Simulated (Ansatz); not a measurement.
S: computed property card

S:
```xyz
32
Lattice="7.8672 0.0000 0.0000 0.0000 12.7977 0.0000 -4.5537 0.0000 7.3266" Properties=species:S:1:pos:R:3 pbc="T T T"
S      3.6689     8.4529     2.3751
S     -0.3553     4.3448     4.9515
S      1.9215     8.4529     1.2882
S      1.3920     4.3448     6.0384
S      4.9235     5.3926     2.5003
S     -1.6099     7.4051     4.8263
S      0.6669     5.3926     1.1630
S      2.6466     7.4051     6.1636
S      4.9884     7.1635     1.4767
S     -1.6748     5.6343     5.8499
S      0.6020     7.1635     2.1866
S      2.7115     5.6343     5.1400
S      3.7465     4.0699     1.4512
S     -0.4330     8.7278     5.8754
S      1.8439     4.0699     2.2121
S      1.4697     8.7278     5.1145
S     -3.3471     2.7846     6.5196
S      6.6606    10.0131     0.8070
S      4.3837     2.7846     4.4703
S     -1.0702    10.0131     2.8563
S      1.9718    12.5133     0.2373
S      1.3417     0.2844     7.0893
S      3.6186    12.5133     3.4260
S     -0.3051     0.2844     3.9006
S     -1.7952     1.5248     6.9929
S      5.1087    11.2729     0.3337
S      2.8319     1.5248     3.9970
S      0.4817    11.2729     3.3296
S     -2.5037    11.2228     5.9686
S      5.8172     1.5749     1.3580
S      3.5404    11.2228     5.0213
S     -0.2268     1.5749     2.3053
```

Space group P2/c (No. 13); conventional cell a = 7.867 Å, b = 12.798 Å, c = 8.626 Å, α = 90.00°, β = 121.86°, γ = 90.00°.

Method: LDA in the plane-wave PAW code Ansatz. Geometry: relaxed at this level of theory. Other levels are named where they apply.

**Cell and energy**

```json
{
  "volume_per_atom": "23.05 Å³",
  "density": "2.31 g/cm³"
}
```

**Electronic structure**

```json
{
  "band_gap": "1.71 eV (smallest direct gap 1.72 eV)",
  "valence_band_maximum": "at C2 (k = 0.500, 0.500, 0.000)",
  "conduction_band_minimum": "off the standard path, at k = (0.385, -0.500, 0.062)"
}
```

The workflow started from a Materials Project entry (that database holds measured and hypothetical structures alike); the Crystallography Open Database files this formula in space group No. 13, but the cells were not matched. It is not the phase usual at ambient conditions (space group No. 70). Symmetry was held in the LDA relaxation; its stability against distortions is not shown here. A crystal of weakly bound molecules computed without a dispersion correction: the cell and the soft elastic constants depend strongly on that.

Potentials: the later of the program's two PAW sets.
